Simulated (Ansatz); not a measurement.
Computed properties of NbAs

NbAs:
```cif
data_As4Nb4
_chemical_formula_sum 'Nb4 As4'
_space_group_name_H-M_alt 'I41md'
_space_group_IT_number 109
_space_group_name_Hall 'I 4bw -2'
_cell_length_a 3.47313
_cell_length_b 3.47313
_cell_length_c 11.74959
_cell_angle_alpha 90.000
_cell_angle_beta 90.000
_cell_angle_gamma 90.000
loop_
_atom_site_label
_atom_site_type_symbol
_atom_site_symmetry_multiplicity
_atom_site_Wyckoff_symbol
_atom_site_fract_x
_atom_site_fract_y
_atom_site_fract_z
_atom_site_occupancy
Nb1 Nb 4 a 0.00000 0.00000 0.74939 1
As1 As 4 a 0.00000 0.00000 0.16761 1
```
(The calculation used a cell of 4 atoms; values per cell refer to that cell.)

Space group I4_1md (No. 109); conventional cell a = b = 3.473 Å, c = 11.750 Å, α = β = γ = 90.00°.

Method: the program Ansatz at the PBE level (PAW). Structure relaxed to zero pressure with the same functional. Other levels are named where they apply.

Cell and energy:

```json
{
  "volume_per_atom": "17.72 Å³",
  "density": "7.87 g/cm³",
  "Formation energy from the elements (no fitted shifts)": "-0.69 eV/atom"
}
```

Electronic structure:

```json
{
  "electronic_character": "no gap, with almost no states at the Fermi level (zero-gap or semimetallic)",
  "Density of states at the Fermi level": "0.03 states/eV per atom (mean over ±0.08 eV)"
}
```

Mechanics:

```json
{
 "Bulk modulus (Birch–Murnaghan fit)": "160 GPa",
 "Pressure derivative B′": "4.4"
}
```

Symmetry was held in the PBE relaxation. No spin polarisation was allowed. A small band overlap can be real or an error of a semilocal functional. The references are the lowest solids computed at this level, not always the standard phases. Spin–orbit coupling is left out wherever it is not named.

Potentials: the earlier of the program's two PAW sets.
